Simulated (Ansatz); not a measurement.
RuSi (FeSi type, space group P2_13)

```
RuSi
1.0
    4.73591     0.00000     0.00000
    0.00000     4.73591     0.00000
    0.00000     0.00000     4.73591
Ru Si
4 4
Direct
  0.12921   0.12921   0.12921
  0.62921   0.37079   0.87079
  0.87079   0.62921   0.37079
  0.37079   0.87079   0.62921
  0.83761   0.83761   0.83761
  0.33761   0.66239   0.16239
  0.16239   0.33761   0.66239
  0.66239   0.16239   0.33761
```

The slice is a {110} plane (indices of the conventional cell) through the point (0.162, 0.338, 0.662) (fractional), spanned by u = [100] and v = [011] in vectors of this cell: u (4.74 Å) and v (6.70 Å, at 90° to u). It covers one period; positions are fractions (u, v).

Calculation: PBE (plane waves to 420 eV, PAW, scalar-relativistic; Ansatz, a first-principles code). k mesh 10×10×10. Inside the PAW spheres the values are not all-electron values, and peaks at nuclei hang on which shells count as valence. RuSi is run without spin polarisation. RuSi was relaxed with its symmetry unable to fall.

### Question
Predict the map of the electron localisation function (ELF) on the slice.

### Answer
| v \ u | 0.00 | 0.12 | 0.24 | 0.35 | 0.47 | 0.59 | 0.71 | 0.82 | 0.94 |
|---|---|---|---|---|---|---|---|---|---|
| 0.88 | 0.69 | 0.66 | 0.42 | 0.53 | 0.65 | 0.54 | 0.31 | 0.39 | 0.62 |
| 0.75 | 0.28 | 0.36 | 0.45 | 0.70 | 0.38 | 0.37 | 0.55 | 0.29 | 0.25 |
| 0.62 | 0.21 | 0.26 | 0.38 | 0.49 | 0.54 | 0.62 | 0.50 | 0.26 | 0.21 |
| 0.50 | 0.50 | 0.70 | 0.58 | 0.33 | 0.19 | 0.26 | 0.32 | 0.34 | 0.37 |
| 0.38 | 0.51 | 0.48 | 0.52 | 0.55 | 0.40 | 0.57 | 0.60 | 0.41 | 0.41 |
| 0.25 | 0.18 | 0.42 | 0.50 | 0.28 | 0.25 | 0.42 | 0.54 | 0.24 | 0.13 |
| 0.12 | 0.43 | 0.64 | 0.35 | 0.43 | 0.69 | 0.41 | 0.24 | 0.48 | 0.43 |
| 0.00 | x | 0.40 | 0.60 | 0.25 | 0.28 | 0.21 | 0.39 | 0.61 | x |

Values: electron localisation function (ELF). Points within 0.5 Å of a nucleus are blanked (x), as the pseudised field means little there.
